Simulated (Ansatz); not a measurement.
InSb (NiAs type, space group No. 194) at seven volumes, plane-wave PAW r²SCAN (Ansatz code), shape and atoms relaxed at each. One row is withheld.

| V (Å³/atom) | P (GPa) |
|---|---|
| 25.938 | 6.24 |
| 26.793 | 3.79 |
| 27.648 | 1.74 |
| 28.503 | 0.00 |
| 29.358 | -1.46 |
| 30.213 | ? |
| 31.068 | -3.70 |

Question: Fit the shown pressures and predict the withheld one.

Answer: P = (3/2)B₀(x^(7/2) − x^(5/2))[1 + (3/4)(B′ − 4)(x − 1)] with x = (V₀/V)^(2/3). Least squares on the six rows gives V₀ = 28.504 Å³/atom, B₀ = 52.8 GPa, B′ = 4.77. At V = 30.213, x = 0.9619 and P = -2.68 GPa. The run itself gave -2.68 GPa.

Space group P6_3/mmc (NiAs type). The start of the workflow was typed in or built on a structure type; neither database checked (COD, Materials Project) lists it. It is not the phase usual at ambient conditions (space group No. 216). The r²SCAN relaxation kept the symmetry of its start; whether a distortion lowers the energy is not shown. Scalar-relativistic: spin–orbit coupling is off unless named, which matters more the heavier the elements.

Potentials: the later of the program's two PAW sets.
